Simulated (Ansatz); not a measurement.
A distorted cell of Bi$_{2}$Se$_{3}$ (Bi2Te3 type, space group R-3m):

```
Bi2Se3
1.0
    2.04075     1.17823     9.22135
   -2.04075     1.17823     9.22135
    0.00000    -2.35646     9.22135
Bi Se
2 3
Direct
  0.46307   0.38546   0.35705
  0.59814   0.59814   0.59814
  0.00000   0.00000   0.00000
  0.20781   0.20781   0.20781
  0.79219   0.79219   0.79219
```

Method: PBEsol-D3(BJ) (plane waves to 420 eV, PAW, scalar-relativistic; Ansatz, a first-principles code). k mesh 8×8×8 (Γ-centred), Fermi-Dirac smearing 0.05 eV. Energies are smeared free energies. Compression counts positive. With partly filled bands, energies and forces of such displacements shift with the k mesh and the smearing. At this level the bands of Bi2Se3 touch or barely overlap; measurements give the solid a gap. Bi2Se3 was relaxed with its symmetry unable to fall. Spin-orbit coupling is left out, though Bi is heavy. The PAW data are Ansatz's earlier set.

Task: What forces act on the atoms (eV/Å, Cartesian)?

Result: 
```json
[
 {"atom": "Bi1", "Fx": "-0.478", "Fy": "-0.566", "Fz": "-0.092"},
 {"atom": "Bi2", "Fx": "0.100", "Fy": "0.101", "Fz": "-0.011"},
 {"atom": "Se3", "Fx": "0.148", "Fy": "0.094", "Fz": "-0.065"},
 {"atom": "Se4", "Fx": "-0.090", "Fy": "-0.086", "Fz": "0.001"},
 {"atom": "Se5", "Fx": "0.320", "Fy": "0.457", "Fz": "0.166"}
]
```

Task: Give the stress tensor in GPa and the pressure.

Result: 
```
    0.1     -0.1      0.2
   -0.1      0.7      0.6
    0.2      0.6      0.5
```
The pressure, a third of the trace, is 0.5 GPa.

Task: In it atom 1 sits (0.158, 0.158, 0.000) Å away from its relaxed site. What is its energy relative to the relaxed cell?

Result: 82 meV/cell.

(For displaced atoms, the force is minus the slope of the energy, and its curvature is a force constant, which sets phonon frequencies.)
